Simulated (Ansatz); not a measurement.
**Ti₃W₂: rattling a relaxed structure**

The structure comes from a generated guess, relaxed at this level; another structure or a mixture of phases may lie lower.

All numbers below come from DFT PBE, scalar-relativistic, plane waves, PAW in Ansatz. Settings: cutoff 420 eV, Γ-centred mesh 12×12×12 on the computed 5-atom cell, Gaussian smearing of 0.10 eV; no spin polarisation.

The cell below (5 atoms, space group R-3m (No. 166)) is relaxed within its symmetry.

```
Ti W
1.0
     2.27260    1.31209    4.56386
    -2.27260    1.31209    4.56386
     0.00000   -2.62418    4.56386
Ti W
3 2
Direct
  0.60304 0.60304 0.60304
  0.39696 0.39696 0.39696
  0.00000 0.00000 0.00000
  0.19826 0.19826 0.19826
  0.80174 0.80174 0.80174
```

For the test a repeat of it with 10 atoms (edges 4.55, 5.26, 7.87 Å) was strained at random (σ = 1.5 % a component), the atoms were moved at random (σ = 0.10 Å), and all was relaxed again on a coarse 6×6×4 mesh (in the run’s order of axes) with 0.20 eV smearing, with no symmetry imposed.

These runs have no spin–orbit coupling, which can matter for W.

Task: What happens?

Result: It returns, within 1 meV/atom of the unmoved cell on that mesh and with the same symmetry when read at 0.1 Å (C2/m at 0.01 Å, so small strains and shifts remain). No instability shows in this cell; modes of other wave vectors, which need another repeat, aren't tested.
